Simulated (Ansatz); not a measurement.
Input file for Ansatz (a first-principles code):

Ansatz 0.2 input:
```yaml
crystal:
  lattice:
    - [2.8083728807, 1.6214148386, 4.0199573569]
    - [-2.8083728807, 1.6214148386, 4.0199573569]
    - [0.0, -3.2428296773, 4.0199573569]
  atoms:
    - { symbol: B, position: [0.309244754, 0.8061651933, 0.8061651933] }
    - { symbol: B, position: [0.690755246, 0.1938348067, 0.1938348067] }
    - { symbol: B, position: [0.8061651933, 0.309244754, 0.8061651933] }
    - { symbol: B, position: [0.1938348067, 0.690755246, 0.1938348067] }
    - { symbol: B, position: [0.8061651933, 0.8061651933, 0.309244754] }
    - { symbol: B, position: [0.1938348067, 0.1938348067, 0.690755246] }
    - { symbol: B, position: [0.6703476311, 0.9940640833, 0.9940640833] }
    - { symbol: B, position: [0.3296523689, 0.0059359167, 0.0059359167] }
    - { symbol: B, position: [0.9940640833, 0.6703476311, 0.9940640833] }
    - { symbol: B, position: [0.0059359167, 0.3296523689, 0.0059359167] }
    - { symbol: B, position: [0.9940640833, 0.9940640833, 0.6703476311] }
    - { symbol: B, position: [0.0059359167, 0.0059359167, 0.3296523689] }
    - { symbol: C, position: [0.6103694469, 0.6103694469, 0.6103694469] }
    - { symbol: C, position: [0.3896305531, 0.3896305531, 0.3896305531] }
    - { symbol: C, position: [0.5, 0.5, 0.5] }
kpoints:
  mp_grid: { grid: [5, 5, 5] }
basis: { xc_grid: 2 }
hamiltonian:
  xc: pbesol
  pseudopotentials: { azcp: { folder: ./paw }, kind: paw }
scf:
  occupations: { method: fixed }
output:
  optics: { e_range: [0.0, 15.0], de: 0.05, sigma: 0.1, bands: { spectra_wanted_up_to: 12 eV } }
```

Output (shortened):

```
output.optics: the spectra are integrated over the Brillouin zone by k·p interpolation around the k-points, where levels, occupations, output.optics.sigma and …
Pseudopotential: B, paw, valence charge 3
Pseudopotential: C, paw, valence charge 4
Functional definition: PBEsol
Crystal: 15 atoms, lattice volume = 109.830 Å³
Basis set: ecut = 420 eV, 2179 PW (Γ), exchange–correlation on 72×72×72 points (8 copies of the dense FFT grid, shifted against one another)
Bands: 39, of which v1, the nominal top of the filled ones, is band 24 counted from 1 (23 counted from 0)
Symmetry: 12 space group operations
Space group: R-3m (ITA 166), of the structure as read, at distance tolerance 4.8e-5 Å
k-points: 19 of 125
SCF iter   1: F=—  HF=-2581.188714 eV  |F-HF|=—  |Δ(HF+E_count)|=         —  Δρ=1.16e-1  dr2=2.44e1  ethr=3.10e-3  ⟨swp⟩=5.0  Hψ=2973  notcnv=0  defer=234
preconditioner: auto → Resta (q_TF=auto, 2.377 Å⁻¹)
SCF iter   2: F=—  HF=-2574.509674 eV  |F-HF|=—  |Δ(HF+E_count)|=    6.68e0  Δρ=5.60e-2  dr2=5.24e0  ethr=3.10e-3  ⟨swp⟩=3.0  Hψ=1455  notcnv=0  defer=247
SCF iter   3: F=—  HF=-2572.594113 eV  |F-HF|=—  |Δ(HF+E_count)|=    1.92e0  Δρ=1.21e-2  dr2=2.04e-1  ethr=3.10e-3  ⟨swp⟩=2.2  Hψ=1278  notcnv=0  defer=247
SCF iter   4: F=—  HF=-2572.548941 eV  |F-HF|=—  |Δ(HF+E_count)|=   4.52e-2  Δρ=3.99e-3  dr2=1.52e-2  ethr=4.25e-4  ⟨swp⟩=2.0  Hψ=1234  notcnv=0  defer=247
SCF iter   5: F=—  HF=-2572.552380 eV  |F-HF|=—  |Δ(HF+E_count)|=   3.44e-3  Δρ=1.00e-3  dr2=1.26e-3  ethr=3.17e-5  ⟨swp⟩=2.0  Hψ=1067  notcnv=0  defer=247
SCF iter   6: F=—  HF=-2572.552801 eV  |F-HF|=—  |Δ(HF+E_count)|=   4.22e-4  Δρ=2.85e-4  dr2=1.14e-4  ethr=2.62e-6  ⟨swp⟩=2.0  Hψ=1067  notcnv=0  defer=247
SCF iter   7: F=—  HF=-2572.552796 eV  |F-HF|=—  |Δ(HF+E_count)|=   4.79e-6  Δρ=4.63e-5  dr2=2.63e-6  ethr=2.38e-7  ⟨swp⟩=2.0  Hψ=995  notcnv=0  defer=228
SCF iter   8: F=—  HF=-2572.552767 eV  |F-HF|=—  |Δ(HF+E_count)|=   2.93e-5  Δρ=9.55e-6  dr2=1.24e-7  ethr=5.48e-9  ⟨swp⟩=2.0  Hψ=1051  notcnv=0  defer=180
SCF iter  12: F=-2572.552767 eV  HF=-2572.552767 eV  |F-HF|=9.09e-13  |Δ(HF+E_count)|=  2.73e-12  Δρ=1.83e-8  dr2=4.64e-13  ethr=1.00e-12  ⟨swp⟩=12.5  Hψ=3817  notcnv=0
SCF 1 converged in 12 iterations: F = -2572.552767 eV  dr2 = 4.64e-13
NSCF: frozen V_eff on 19 k-points
Optics k sum: 0 of 19 k-points
Optics k sum: 1 of 19 k-points
Optics k sum: 2 of 19 k-points
Optics k sum: 3 of 19 k-points
Optics k sum: 4 of 19 k-points
Optics k sum: 5 of 19 k-points
Optics k sum: 6 of 19 k-points
Optics k sum: 7 of 19 k-points
Optics k sum: 8 of 19 k-points
Optics k sum: 9 of 19 k-points
Optics k sum: 10 of 19 k-points
Optics k sum: 11 of 19 k-points
Optics k sum: 12 of 19 k-points
Optics k sum: 13 of 19 k-points
Optics k sum: 14 of 19 k-points
Optics k sum: 15 of 19 k-points
Optics k sum: 16 of 19 k-points
Optics k sum: 17 of 19 k-points
Optics k sum: 18 of 19 k-points
Optics k sum: 19 of 19 k-points
Optics k sum: 0 of 19 k-points
Optics k sum: 1 of 19 k-points
Optics k sum: 2 of 19 k-points
Optics k sum: 3 of 19 k-points
Optics k sum: 4 of 19 k-points
Optics k sum: 5 of 19 k-points
Optics k sum: 6 of 19 k-points
Optics k sum: 7 of 19 k-points
Optics k sum: 8 of 19 k-points
Optics k sum: 9 of 19 k-points
Optics k sum: 10 of 19 k-points
Optics k sum: 11 of 19 k-points
Optics k sum: 12 of 19 k-points
Optics k sum: 13 of 19 k-points
Optics k sum: 14 of 19 k-points
Optics k sum: 15 of 19 k-points
Optics k sum: 16 of 19 k-points
Optics k sum: 17 of 19 k-points
Optics k sum: 18 of 19 k-points
Optics k sum: 19 of 19 k-points
NSCF: frozen V_eff on 1 k-points
NSCF: frozen V_eff on 1 k-points
NSCF: frozen V_eff on 1 k-points
NSCF: frozen V_eff on 1 k-points
NSCF: frozen V_eff on 1 k-points
NSCF: frozen V_eff on 1 k-points
output.optics: what the bands over the 58 summed would add to eps1, eps2 and the energy-loss function is held between a lower and an upper bound (7 Lanczos …
SCF converged after 12 iterations
Free energy (F): -2572.552767 eV
Harris-Foulkes:  -2572.552767 eV  (|F-HF|=9.09e-13)
Internal energy: -2572.552767 eV  (E = F + TS)
E sigma→0 (E₀):  -2572.552767 eV
Fermi energy:    8.059842 eV
--- Per-component energies (eV) ---
  E_band       = 83.879234
  E_kinetic    = 865.966610
  E_local      = -645.204447  (includes V_loc(G=0)·N_el)
  E_nonlocal   = 166.028564
  E_hartree    = 195.414335
  E_xc         = -534.226225
  E_vxc        = -638.870324  (∫ρ·V_xc dr)
  E_paw        = -1188.867313  (= ΣΔE_a)
  E_vpaw       = -54.869967  (= ΣTr[D̂ρ^β])
  E_aug_tail   = 0.000128  (compensation charges beyond the density's cutoff)
  E_ewald      = -1431.904252
  E_core_change = 0.239832  (= ΣΔE_core)
  E_smearing   =  0.000000  (= −TS)
  E_closure    =  0.000000  (closes the sum)
  Σ components = -2572.552767   (vs F -2572.552767, Δ=0.00e0)
  [band-id]    e_kinetic+e_local+e_nonlocal+2·e_hartree+e_vxc+e_vpaw+e_augmentation_tail = 83.879234   (vs E_band 83.879234, Δ=5.04e-7)
--- Band table (eV; the first three rows and the last of 19) ---
  k-point 0: bands = ["-8.9904", "-5.9276", "-5.7132", "-2.1728", "-2.1728", "-1.1962", "-0.2725", "0.2645", "0.2645", "1.4157", "1.4157", "1.4208", "1.4208", "1.8609", "2.1172", "5.1493", "5.4812", "5.4812", "6.2565", "6.3036", "7.0407", "7.0407", "8.0041", …
  k-point 1: bands = ["-8.9012", "-6.1547", "-5.6624", "-2.4139", "-2.1984", "-1.4580", "-0.2067", "0.2896", "0.4606", "0.7367", "1.1668", "2.0309", "2.4829", "2.5635", "2.7117", "4.7437", "5.1323", "5.2865", "5.7970", "6.4712", "6.6002", "6.9625", "7.4400", …
  k-point 2: bands = ["-8.7316", "-6.4877", "-5.6373", "-2.7169", "-2.2183", "-1.7376", "-0.3144", "-0.2386", "0.8958", "1.4673", "1.6332", "2.1868", "3.0744", "3.3070", "3.8928", "4.6256", "4.6463", "5.2741", "5.3741", "5.5510", "6.0200", "6.5203", "6.9532", …
  k-point 18: bands = ["-8.5234", "-6.8946", "-5.2235", "-2.9470", "-2.4852", "-2.2742", "-0.5263", "-0.1910", "0.6811", "0.9325", "2.2928", "2.8015", "3.6160", "3.7486", "4.0057", "4.8316", "5.2073", "5.3867", "5.5584", "5.5773", "6.3690", "6.9999", …
```

Cost: around 60 core-seconds (rough) on shared cores.

The workflow started from a Materials Project entry (that database holds measured and hypothetical structures alike); the Crystallography Open Database copy checked does not list it. Whether it is the stable phase at ambient conditions was not checked. Symmetry was held in the PBEsol relaxation; phonons on a q-mesh show no instability.

Potentials: the earlier of the program's two PAW sets.

Ansatz is a plane-wave DFT program.
